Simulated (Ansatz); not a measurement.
MnPd:
```
CELL_PARAMETERS angstrom
      0.00000     3.04994     3.04994
      3.04994     0.00000     3.04994
      3.04994     3.04994     0.00000
ATOMIC_POSITIONS crystal
  Pd 0.75000 0.75000 0.75000
  Mn 0.00000 0.00000 0.00000
  Pd 0.25000 0.25000 0.25000
  Mn 0.50000 0.50000 0.50000
```
Starting moments (μB, in the order of the atoms Pd Mn Pd Mn): 0.0 4.0 0.0 -4.0.

Relaxed with PBEsol. Special points in fractions of this cell's reciprocal vectors: Γ (0.000, 0.000, 0.000); X (0.500, 0.000, 0.500); U (0.625, 0.250, 0.625); K (0.375, 0.375, 0.750); L (0.500, 0.500, 0.500); W (0.500, 0.250, 0.750).

Task: List the band energies nearest the Fermi level at these points for plane-wave PAW PBEsol (Ansatz code).

Result: In eV from the Fermi level; about four levels below and three above (degenerate sets whole), none deeper than 8.9 eV; points with the same levels are listed once.

| k | below | above |
|---|---|---|
| Γ ↑ | -1.68 -1.68 -1.48 -1.48 | 1.05 1.05 1.05 |
| X ↑ | -1.58 -1.58 -1.53 -1.20 -0.17 | 0.05 0.05 0.66 |
| U ↑ | -1.50 -1.24 -1.03 -0.01 | 0.61 1.11 1.68 |
| L ↑ | -1.77 -1.77 -1.37 -1.37 -0.71 | 0.80 0.80 1.53 1.53 |
| W ↑ | -1.05 -0.96 -0.01 -0.01 | 1.47 1.47 1.64 |

Space group Pm-3m (CsCl type). The workflow started from an entry of the Crystallography Open Database (COD), which files this formula under 2 space groups. Its standing as an ambient phase is unchecked. The cell was relaxed with PBEsol under the symmetry of its start, as lowered by the spin order. At this level the phase is mechanically unstable. Magnetic state: antiferromagnetic, chosen from 4 collinear starts compared on coarse meshes (ties went to the first, and starts can fall back to one state), not a proven ground state. The volume moved by 39 % from the start of the relaxation. Point labels and valley counts follow the cell and symmetry of the run, lower than the named group. Spin–orbit coupling is left out wherever it is not named.

Potentials: the later of the program's two PAW sets.
